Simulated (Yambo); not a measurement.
BSE-type run in Yambo on N (space group P6_3/mmc, No. 194), at finite momentum (a q point of the mesh, 0.21 1/Å).

Quantum ESPRESSO step (PBEsol, PseudoDojo standard norm-conserving files, scalar-relativistic):
```
&CONTROL
  calculation = 'nscf'
  pseudo_dir = './pseudo'
  outdir = './out'
/
&SYSTEM
  ibrav = 0
  nat = 4
  ntyp = 1
  ecutwfc = 84.0
  ecutrho = 336.0
  occupations = 'fixed'
  force_symmorphic = .true.
  nbnd = 53
/
&ELECTRONS
  conv_thr = 4e-09
  diago_full_acc = .true.
  diago_thr_init = 1e-08
/
ATOMIC_SPECIES
N 14.0070 N.upf
CELL_PARAMETERS angstrom
  3.799275462221   0.000000000000   0.000000000000
 -1.899637731111   3.290269066258   0.000000000000
  0.000000000000   0.000000000000   7.419578952000
ATOMIC_POSITIONS crystal
N   0.333333333000   0.666666667000   0.324336503700
N   0.666666666333   0.333333333667   0.675663496300
N   0.666666666333   0.333333333667   0.824336503700
N   0.333333333000   0.666666667000   0.175663496300
K_POINTS automatic
6 6 4 0 0 0
```

Yambo input:
```
rim_cut
optics
bse
bss
dipoles
em1s
RandQpts= 1000000
RandGvec= 1 Ry
FFTGvecs= 40 Ry
Chimod= "HARTREE"
BSKmod= "SEX"
BSEmod= "resonant"
BSSmod= "hs"
BSENGexx= 15 Ry
BSENGBlk= 4 Ry
% KfnQP_E
 6.527 | 1.0 | 1.0 |
%
% BSEQptR
 2 | 2 |
%
% BSEBands
 4 | 14 |
%
% BEnRange
 0.0 | 18.7 | eV
%
% BDmRange
 0.15 | 0.15 | eV
%
BEnSteps= 374
% BLongDir
 1.0 | 0.0 | 0.0 |
%
BSHayTrs= -0.02
BSSNEig= 24
WRbsWF
% BndsRnXs
 1 | 49 |
%
NGsBlkXs= 4 Ry
% LongDrXs
 1.0 | 1.0 | 1.0 |
%
```

From the report:

The dimension is k points × valence × conduction bands = 144 × 7 × 4 = 4032.
```
   [SLEPC] Approach                          : Krylov-Schur
   [SLEPC] Number of requested eigenvalues   :  24
   [SLEPC] Number of eigenvalues        [NEV]:  24
    [K] Dimension                                    :   4032
    [K] Bands                                        :   4  14
    [K] Exchange res                                 : yes
    [K] Correlation res                              : yes
    [K] W interaction is bare                        : no
    [K] RL vectors exchange                          :   647
    [K] RL vectors correlation                       :   87
    [W] Matrix size                                  :   87
    [W] Bands                                        :    1   49
    [W] Coulomb Cutoff                               : none
    [W] Hxc Kernel                                   : HARTREE
```

Geometry relaxed with PBE+D3(BJ).

The structure is a Materials Project entry; no match was found in the copy of COD used, and its stability was not checked.
